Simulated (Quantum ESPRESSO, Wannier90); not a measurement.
# CsSnI3 (cubic perovskite), plane waves to Wannier functions

```xyz
5
Lattice="6.2862 0.0000 0.0000 0.0000 6.2862 0.0000 0.0000 0.0000 6.2862" Properties=species:S:1:pos:R:3 pbc="T T T"
Cs     3.1431     3.1431     3.1431
Sn     0.0000     0.0000     0.0000
I      3.1431     0.0000     0.0000
I      0.0000     3.1431     0.0000
I      0.0000     0.0000     3.1431
```

Structure: Materials Project mp-614013, symmetrised, not relaxed again. COD (Crystallography Open Database) records the formula in this space group. Ideal cubic forms of this type are often high-temperature phases that distort on cooling; symmetry holds the cell here, and its stability was not tested. Computed values, not measurements, from LDA: Quantum ESPRESSO (norm-conserving PseudoDojo potentials, cutoff 58 Ry, no spin polarisation, no spin-orbit coupling) on a Γ-centred 6×6×6 mesh, then Wannier90. Density: 6×6×6 mesh, Gaussian smearing 0.01 Ry. Spin-orbit coupling is left out although heavy elements are present.

Bands 7-9 form an isolated set from -12.95 to -12.31 eV relative to the valence-band maximum (on the path) and are turned into 3 Wannier functions by minimising the spread from the start: atomic waves I 5s.

**Question.** Where do the functions sit, how wide are they and what are they made of?

**Answer.** 
```csv
functions,spread (Å²),"nearest atom, distance (Å)","second atom, distance (Å)",weight on atomic waves
3,1.41,I 0.00,Sn 3.14,"I 5s 92 %, Sn 5p 5 %"
```

Ω_I = 4.23 Å², Ω_total = 4.24 Å²; the interpolated bands follow pw.x to 0.0 meV rms on the path. Only this start was tried; a symmetric start can stop on a saddle, and mixtures of these functions could lower the total by at most Ω_total − Ω_I.
